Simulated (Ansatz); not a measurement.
Given:

SrZrO₃:
```
SrZrO3
1.0
   -2.89774     4.06749     2.90682
    2.89774    -4.06749     2.90682
    2.89774     4.06749    -2.90682
Sr Zr O
2 2 6
Direct
  0.23813   0.48813   0.75000
  0.76187   0.51187   0.25000
  0.50000   0.00000   0.50000
  0.00000   0.00000   0.00000
  0.66465   0.91465   0.75000
  0.33535   0.08535   0.25000
  0.20278   0.50000   0.20278
  0.79722   0.50000   0.79722
  0.79722   0.00000   0.29722
  0.20278   0.00000   0.70278
```

This is the PBEsol-relaxed structure. x, y and z are the axes in which the lattice vectors are written.

All from plane-wave PAW PBEsol (Ansatz code), unless another level is named. Give the Hill bulk and shear moduli.

159 and 81.8 GPa.

Give the elastic constants (relaxed ions, GPa).

C11 = 272, C22 = 287, C33 = 315, C12 = 70.7, C13 = 117, C23 = 95.4, C44 = 77.2, C55 = 66.6, C66 = 74.8.

Next, the highest zone-centre frequency (without LO–TO term)?

787 cm⁻¹.

Space group Imma. The first step of the workflow began from a Materials Project structure, measured or hypothetical; the Crystallography Open Database copy checked does not list it. COD files the formula under space group No. 62, 63, 221. Its standing as an ambient phase is unchecked. Symmetry was held in the PBEsol relaxation; whether a distortion lowers the energy is not shown. The run is not spin-polarised.

Potentials: the later of the program's two PAW sets.
